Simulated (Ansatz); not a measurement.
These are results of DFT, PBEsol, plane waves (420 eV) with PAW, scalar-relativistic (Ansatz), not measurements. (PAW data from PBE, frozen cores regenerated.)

An element in the omega (AlB2-type) structure gives this curve. The cell is scaled uniformly from the relaxed one, with fractional coordinates and shape fixed. Energies are extrapolated to zero smearing, pressures are those at the given smearing. Magnetic state: spin not included.

| V (Å³/atom) | E − E₀ (meV/atom) | P (GPa) |
| --- | --- | --- |
| 26.550 | 84.5 | 8.34 |
| 27.756 | 35.0 | 4.93 |
| 28.963 | 8.4 | 2.24 |
| 30.170 | 0.0 | 0.10 |
| 31.377 | 6.0 | -1.59 |
| 32.584 | 23.5 | -2.94 |
| 33.790 | 50.0 | -4.00 |

Problem. Which element is it?
A. lanthanum
B. tin
C. lead
D. ytterbium

Solution. C. Its fit is V₀ = 30.22 Å³/atom, B₀ = 47 GPa, B₀′ = 4.8.
